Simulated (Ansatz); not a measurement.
Si3N4 in space group Fd-3m (No. 227; Si on 16c, Si on 8b, N on 32e), DFT-PBEsol in the program Ansatz with PAW potentials: ε∞ = 5.31, cell volume 116.09 Å³. Infrared-active transverse modes:

```json
[
 {"ω_TO (cm⁻¹)": "397.1", "oscillator strength S_xx (e²/amu)": "0.03409"},
 {"ω_TO (cm⁻¹)": "602.7", "oscillator strength S_xx (e²/amu)": "4.740"},
 {"ω_TO (cm⁻¹)": "719.1", "oscillator strength S_xx (e²/amu)": "0.3822"},
 {"ω_TO (cm⁻¹)": "801.2", "oscillator strength S_xx (e²/amu)": "2.009"}
]
```

### Question
Compute the static dielectric constant.

### Answer
Each mode adds (4.921e7/V) S/ω²: 0.09, 5.53, 0.31, 1.33. So ε0 = 12.6.

The cell was relaxed with PBEsol under the symmetry of its start; of distortions, only those at the zone centre were tested.

Potentials: the later of the program's two PAW sets.
